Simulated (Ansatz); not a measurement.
# PtC: all-electron results

```
Pt C
1.0
     0.00000    2.23290    2.23290
     2.23290    0.00000    2.23290
     2.23290    2.23290    0.00000
Pt C
1 1
Direct
  0.00000 0.00000 0.00000
  0.50000 0.50000 0.50000
```

Atoms are numbered in the order listed.

The structure comes from a relaxation in the same program, started in the rocksalt type, and has space group Fm-3m. Whether it is a known phase or the ground state wasn't checked.

Spin–orbit coupling is left out, though it moves levels of the heavy atoms by tenths of an eV or more.

All numbers below come from DFT, PBE, all-electron LAPW, scalar-relativistic (Ansatz 0.2.0).

Numerical set-up: a Γ-centred 13×13×13 k mesh, Fermi–Dirac smearing of 0.03 eV, basis error target 0.25 meV/atom, no spin polarisation.

- Density of states at the Fermi level (0.2 eV bin): 0.93 states/eV per cell
- Volume per atom: 11.13 Å³
- Pressure at this cell: -0.02 GPa

**Question.** Löwdin charges (with 0.07 e of the cell spilling out of the atomic basis, so their sizes and signs hang on that basis): what does the calculation give?

**Answer.** Pt1 0.88, C2 -0.81 e.

**Question.** Give the computed value. Band gap.

**Answer.** none: bands cross the Fermi level, a metal.
